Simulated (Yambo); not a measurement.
Yambo run on K₂PtC₂ (space group P-3m1, No. 164). The wavefunctions are PBEsol (Quantum ESPRESSO, PseudoDojo norm-conserving, 84 Ry, without SOC) ones on a 3×3×2 mesh (22 occupied bands); a = b = 5.1383 Å, c = 5.1945 Å, α = β = 90.00°, γ = 120.00°.

Yambo input:

```
rim_cut
gw0
dyson
el_el_corr
HF_and_locXC
ppa
em1d
RandQpts= 1000000
RandGvec= 1 Ry
EXXRLvcs= 84 Ry
VXCRLvcs= 336 Ry
Chimod= "HARTREE"
% BndsRnXp
 5 | 219 |
%
NGsBlkXp= 8 Ry
% LongDrXp
 1.0 | 1.0 | 1.0 |
%
PPAPntXp= 27.2114 eV
% GbndRnge
 1 | 219 |
%
GTermKind= "none"
DysSolver= "n"
ExtendOut
% QPkrange
 2 | 2 | 22 | 22 |
 4 | 4 | 22 | 23 |
%
```

k points by index: 2 = A, 4 = (0, 0.333, -0.5).

Table of the .qp output:

```
#    K-point    Band    Eo [eV]    E [eV]    E-Eo [eV]    Vxc [eV]    Vnlxc [eV]    Sc|Eo [eV]    Sc|E [eV]    dSc/dw|Eo [eV]    Re(Z)    Im(Z)
#
    2    22    0.000000    -0.343334    -0.343334    -18.34868    -21.58367    2.793605    2.891664    -7.768845    0.777904    -0.001578
    4    22    -0.027294    -0.376110    -0.348815    -18.23302    -21.45961    2.778362    2.877775    -7.752391    0.778270    -0.001566
    4    23    1.188191    1.640670    0.452480    -9.844598    -6.336388    -2.950916    -3.055730    -6.301854    0.811957    -0.001393
```
(The two width columns are left out.) Convergence of these settings isn't established.

Geometry of the Materials Project entry, not relaxed at this level.

The structure is a Materials Project entry; no match was found in the copy of COD used, and its stability was not checked.
